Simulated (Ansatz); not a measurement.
# MnIr (P4/mmm): the held moment from field and pressure

Geometry: a structure as deposited in COD; nothing is relaxed.

Settings: PBEsol, 14×14×11 k mesh, Fermi–Dirac smearing of 0.03 eV. PAW means Ansatz 0.2.0 on its default frozen-core files. Site moments are integrated in spheres about the atoms.

The input and its command:

```yaml
crystal:
  lattice:
    - [2.7258966415, 0.0, 0.0]
    - [0.0, 2.7258966415, 0.0]
    - [0.0, 0.0, 3.643]
  atoms:
    - { symbol: Mn, position: [0.5, 0.5, 0.5], spin: 4.0 }
    - { symbol: Ir, position: [0.0, 0.0, 0.0] }
magnetization:
  spin_polarized: true
kpoints:
  mp_grid: { grid: [14, 14, 11] }
scf:
  occupations: { method: fermi_dirac, width: 0.03 }
  lower_state_search: "off"
hamiltonian:
  xc: pbesol
  pseudopotentials: { kind: paw }
output:
  forces: true
  stress: true
  eigenvalues: true
  populations: true
  dos: { projected: true, de: 0.1, e_range: [-8, 5] }
  write_density: true
  write_potential: true
  elf: true
  volumetric_format: npy
```

Command: `ansatz run input.yaml --threads 1 --pin off --max-ram 3072MiB --backend cpu --events-out ev --progress --plain --runs-dir out`

The free run ends with 1.45 μB per cell. Further runs hold the cell's moment M by two Fermi levels; B is half their difference over μB, positive where the field raises M. Some of them:

| M (μB/cell) | B (T) | ΔF over the free run (meV/cell) | pressure (GPa) |
| --- | --- | --- | --- |
| 0.97 | -1610 | 21.0 | -23.7 |
| 1.30 | -449 | 1.6 | -21.8 |
| 2.17 | 615 | 19.8 | -14.9 |

Problem. Another run of the series gave B (T) = 461, ΔF over the free run (meV/cell) = 6.2, pressure (GPa) = -18.3. Which moment was held?
A. 1.81
B. 1.59
C. 0.48

Solution. A. M (μB/cell) = 1.81.

Problem. Another run of the series gave B (T) = 281, ΔF over the free run (meV/cell) = 1.2, pressure (GPa) = -20.0. Which moment was held?
A. 1.81
B. 0.48
C. 1.59

Solution. C. M (μB/cell) = 1.59.

The whole series:

```tsv
M (μB/cell)	B (T)	ΔF over the free run (meV/cell)	pressure (GPa)
0.48	-2067	85.0	-25.8
0.97	-1610	21.0	-23.7
1.30	-449	1.6	-21.8
1.59	281	1.2	-20.0
1.81	461	6.2	-18.3
2.17	615	19.8	-14.9
```

The PAW files were made with PBE; the program remakes their cores once for the run's functional and then keeps them frozen. The Ansatz runs typed with the search for lower states off end where their start leads. Spin–orbit coupling is left out although heavy atoms are present. The magnetic state is the one that this cell and start allow. It needn't be the compound's measured order, which may need a larger cell or be absent.
